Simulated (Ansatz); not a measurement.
PbS:
```
CELL_PARAMETERS angstrom
      0.00000     2.98717     2.98717
      2.98717     0.00000     2.98717
      2.98717     2.98717     0.00000
ATOMIC_POSITIONS crystal
  S  0.00000 0.00000 0.00000
  Pb 0.50000 0.50000 0.50000
```

Relaxed with r²SCAN.

Give the Bader charges and basin volumes of the independent atoms, plane-wave PAW r²SCAN (Ansatz code).



```csv
atom,Bader charge (e),Bader volume (Å³)
S1,-1.06,28.6
Pb2,+1.06,24.7
```

Space group Fm-3m (rock salt). Symmetry was held in the r²SCAN relaxation. Spin–orbit coupling is left out wherever it is not named.

Potentials: the later of the program's two PAW sets.
